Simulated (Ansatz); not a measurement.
Data sheet: GaSb (DFT)

GaSb:
```yaml
crystal:
  lattice:
    - [7.57041, 0.00000, 0.00000]
    - [0.00000, 7.57041, 0.00000]
    - [0.00000, 0.00000, 7.57041]
  atoms:
    - { symbol: Ga, position: [0.25000, 0.00000, 0.50000] }
    - { symbol: Ga, position: [0.50000, 0.25000, 0.00000] }
    - { symbol: Ga, position: [0.50000, 0.75000, 0.00000] }
    - { symbol: Ga, position: [0.75000, 0.00000, 0.50000] }
    - { symbol: Ga, position: [0.00000, 0.50000, 0.75000] }
    - { symbol: Ga, position: [0.00000, 0.50000, 0.25000] }
    - { symbol: Sb, position: [0.25000, 0.50000, 0.00000] }
    - { symbol: Sb, position: [0.00000, 0.25000, 0.50000] }
    - { symbol: Sb, position: [0.00000, 0.75000, 0.50000] }
    - { symbol: Sb, position: [0.75000, 0.50000, 0.00000] }
    - { symbol: Sb, position: [0.50000, 0.00000, 0.75000] }
    - { symbol: Sb, position: [0.50000, 0.00000, 0.25000] }
```

Space group Pm-3n (No. 223); conventional cell a = 7.5704 Å, b = 7.5704 Å, c = 7.5704 Å, α = 90.00°, β = 90.00°, γ = 90.00°.

Method: DFT-r²SCAN in the program Ansatz with PAW potentials. Geometry: relaxed at this level of theory. Other levels are named where they apply.

### Cell and energy

```
Item                                                           Result
-----------------------------------------------------  --------------
Volume per atom                                              36.16 Å³
Density                                                    4.40 g/cm³
Formation energy from the elements (no fitted shifts)  -0.038 eV/atom
```

### Electronic structure

```
Item                                                                                                 Value
--------------------------------------------  ------------------------------------------------------------
Band gap                                                                                  0.24 eV (direct)
Valence-band maximum                                                                                  at Γ
Conduction-band minimum                                                                               at Γ
Electron effective mass                                                               0.013 mₑ (isotropic)
Hole effective mass, band 1 of 3 at the edge       1.3 along [100], 1.3 along [110], 0.39 along [111] (mₑ)
Hole effective mass, band 2 of 3 at the edge      1.3 along [100], 0.29 along [110], 0.39 along [111] (mₑ)
Hole effective mass, band 3 of 3 at the edge  0.013 along [100], 0.013 along [110], 0.013 along [111] (mₑ)
HSE06 gap on the r²SCAN cell                                                                       0.63 eV
Gap with spin–orbit coupling                                                                       0.10 eV
```

### Mechanics

```
Quantity                              Result
----------------------------------  --------
Bulk modulus (Birch–Murnaghan fit)  39.3 GPa
Pressure derivative B′                   5.0
```

### Charges

```
Item                         Result
-------------  --------------------
Bader charges  Ga +0.38, Sb -0.38 e
```

The start of the workflow was typed in or built on a structure type; neither database checked (COD, Materials Project) lists it. It is not the phase usual at ambient conditions (space group No. 216). Symmetry was held in the r²SCAN relaxation; whether a distortion lowers the energy is not shown. The volume moved by 29 % from the start of the relaxation. The references are the lowest solids computed at this level, not always the standard phases. Spin–orbit coupling is left out wherever it is not named.

Potentials: the earlier of the program's two PAW sets. The files were generated under PBE; for other functionals the program regenerates the frozen cores, and for LDA and PBEsol the local potential too.
